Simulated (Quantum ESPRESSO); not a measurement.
# Planted mistakes on one cell of Mo4S6Se2

These are calculations, not measurements. They come from pw.x of Quantum ESPRESSO 7.5, a plane-wave density functional program, with PseudoDojo standard norm-conserving files (v0.5 for PBE, v0.4.1 for LDA and PBEsol). The cells are made up: elements, strain and atom displacements were drawn at random, and nothing was relaxed. There is no spin polarisation, spin-orbit coupling or dispersion term.

The cell has 12 sites of a 2H layered lattice (rectangular cell). Sites 1 to 4 hold Mo Mo Mo Mo; sites 5 to 12 hold S S Se S S Se S S. Cell vectors in Å: (3.228, -0.049, -0.001); (-0.085, 5.592, -0.057); (-0.005, -0.130, 12.769). Settings: PBE, cutoff 1170 eV, 7 x 4 x 2 k mesh shifted by half a step, Fermi-Dirac smearing of 0.025 eV.

The intended run has a self-consistency threshold of 1e-07 eV, a smearing term of 0.000 eV, a pressure of 4.89 GPa and 20 iterations. Each further run changes one thing: all lengths scaled by 1.0097; atoms of sites 9 and 10 exchanged; cutoff 626 eV; files of PBEsol; k mesh 2 x 2 x 2; one electron removed; smearing 0.49 eV; threshold 0.05 eV. A coarse mesh keeps the shift, and a charged cell sits in a uniform background.

```
run,change of free energy (eV),smearing term -TS (eV),change of P (GPa),largest change of a force component (eV/Å),iterations
A,-1.539,0.000,-1.28,0.661,20
B,-0.120,0.000,-3.98,0.654,20
C,4.081,0.000,-4.65,0.365,19
D,51.517,0.000,-180.90,0.089,19
E,0.044,0.000,-1.48,0.395,7
F,-0.101,0.000,-0.15,4.277,21
G,-10.343,-0.014,-11.16,0.327,23
H,-1.011,-3.469,1.89,0.477,19
```

A rerun of the intended cell at 1467 eV and k mesh 9 x 6 x 4 moved values by no more than 0.002 eV in the cell's energy, 0.02 GPa in stress and 0.002 eV/Å in force.

Question: which change belongs to which run?

## Worked reading

Run E has the fewest iterations, as a run stopped early does. Run H has the largest smearing term, as wide smearing gives. Run D has a higher energy and the largest fall in pressure, as too small a basis gives. Run B changes the volume by a factor of 1.0294; minus its pressure change over the logarithm of that factor, 137 GPa, is a rough bulk modulus with clamped atoms. Energies from files of another functional, or of a charged cell, have another zero and say nothing on stability; the pressure of a charged cell rests on the program's zero of potential too.

## Key

| run | change |
| --- | --- |
| A | k mesh 2 x 2 x 2 |
| B | all lengths scaled by 1.0097 |
| C | files of PBEsol |
| D | cutoff 626 eV |
| E | threshold 0.05 eV |
| F | atoms of sites 9 and 10 exchanged |
| G | one electron removed |
| H | smearing 0.49 eV |